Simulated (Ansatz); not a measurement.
Input:

PtC:
```cif
data_C4Pt4
_chemical_formula_sum 'Pt4 C4'
_space_group_name_H-M_alt 'F-43m'
_space_group_IT_number 216
_space_group_name_Hall 'F -4 2 3'
_cell_length_a 4.69601
_cell_length_b 4.69601
_cell_length_c 4.69601
_cell_angle_alpha 90.000
_cell_angle_beta 90.000
_cell_angle_gamma 90.000
loop_
_atom_site_label
_atom_site_type_symbol
_atom_site_symmetry_multiplicity
_atom_site_Wyckoff_symbol
_atom_site_fract_x
_atom_site_fract_y
_atom_site_fract_z
_atom_site_occupancy
Pt1 Pt 4 a 0.00000 0.00000 0.00000 1
C1 C 4 d 0.75000 0.75000 0.75000 1
```
(The calculation used a cell of 2 atoms; values per cell refer to that cell.)

This is the r²SCAN-relaxed structure.

Task: All from the program Ansatz at the r²SCAN level (PAW), unless another level is named. Predict the Poisson's ratio.

Result: 0.43.

Task: Next, the elastic constants (relaxed ions, GPa)?

Result: C11 = 264, C12 = 219, C44 = 45.4.

The start of the workflow was typed in or built on a structure type; neither database checked (COD, Materials Project) lists it. Whether it is the stable phase at ambient conditions was not checked. The r²SCAN relaxation kept the symmetry of its start; its stability against distortions is not shown here. No spin polarisation was allowed. Its formation energy is positive at this level, so the cell may be metastable or incomplete. As this level gives no gap, shear constants depend on the k-mesh and smearing (Fermi–Dirac, 0.1 eV here). Spin–orbit coupling is left out wherever it is not named.

Potentials: the later of the program's two PAW sets.
